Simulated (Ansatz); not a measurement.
Computed with DFT PBE, scalar-relativistic, plane waves, PAW in Ansatz 0.2.0. All cells share a 420 eV cutoff and Γ-centred k meshes spaced at most about 0.3 Å⁻¹ (about 0.25 or finer for metals, 2π included). No spin polarisation in the final relaxations.

These are static total energies at zero pressure.

Two relaxed structures of SiBr:

A.

Space group Fm-3m (No. 225). a = 5.905 Å, b = 5.905 Å, c = 5.905 Å, α = 90.00°, β = 90.00°, γ = 90.00°
```tsv
atom	site	symmetry	x	y	z
Si	4a	m-3m	0.0000	0.0000	0.0000
Br	4b	m-3m	0.5000	0.0000	0.0000
```

B.

Space group Pmmm (No. 47). a = 3.242 Å, b = 3.698 Å, c = 4.153 Å, α = 90.00°, β = 90.00°, γ = 90.00°
| atom | site | symmetry | x | y | z |
| --- | --- | --- | --- | --- | --- |
| Si | 1a | mmm | 0.0000 | 0.0000 | 0.0000 |
| Br | 1g | mmm | 0.0000 | 0.5000 | 0.5000 |

Problem. Which form is favoured at zero pressure, and by what margin per atom?

Solution. B is lower, by 256 meV/atom. A has the rock salt type, space group Fm-3m (No. 225), 25.7 Å³/atom and no gap on its mesh; B has space group Pmmm (No. 47), 24.9 Å³/atom and no gap. Counting Br atoms around Si (those within 1.25 times the shortest such distance or 1.15 times the sum of covalent radii, 1.27 where that leaves under three; the shortest distance is added where it exceeds 1.18 times the sum of covalent radii), A has Si 6 from 3.0 Å and B has Si 4 from 2.8 Å. Even the lower one lies +0.43 eV/atom against the reference forms of the elements (uncorrected), so neither is stable at this level. Both come from invented guesses.

Weakly bound directions are ill-defined at this level, which has no dispersion term (Pmmm), and this can change margins and order among such cells. In Fm-3m, Pmmm an odd number of electrons in the primitive cell allows no gap without spin; a larger cell or a magnetic state could open one. A magnetic state wasn't ruled out in cells without spin, among them Fm-3m, Pmmm. Cells relaxed within their symmetry can be saddle points.
